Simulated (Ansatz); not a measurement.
With DFT-r²SCAN in the program Ansatz with PAW potentials, BAs in the hexagonal phase (P6_222; B on 3d, As on 3c) relaxes to a = 3.446 Å, c = 7.457 Å.

It is gapped at this level: 0.67 eV (indirect). The valence maximum lies at Γ and the conduction minimum at M (3 equivalent valleys). The screened hybrid HSE06 puts the gap at 0.97 eV. Gap from r²SCAN with spin–orbit coupling: 0.67 eV. The electron mass is 0.20, 0.33, 0.34 mₑ (principal values). The hole mass is 0.18, 0.44, 0.44 mₑ (principal values).

The bulk modulus is 144 GPa. Bader charges are B +0.14, As -0.14 e.

The start of the workflow was typed in or built on a structure type; neither database checked (COD, Materials Project) lists it. It is not the phase usual at ambient conditions (space group No. 216). The r²SCAN relaxation kept the symmetry of its start; whether a distortion lowers the energy is not shown. Spin–orbit coupling is left out wherever it is not named.

Potentials: the earlier of the program's two PAW sets. The files were generated under PBE; for other functionals the program regenerates the frozen cores, and for LDA and PBEsol the local potential too.
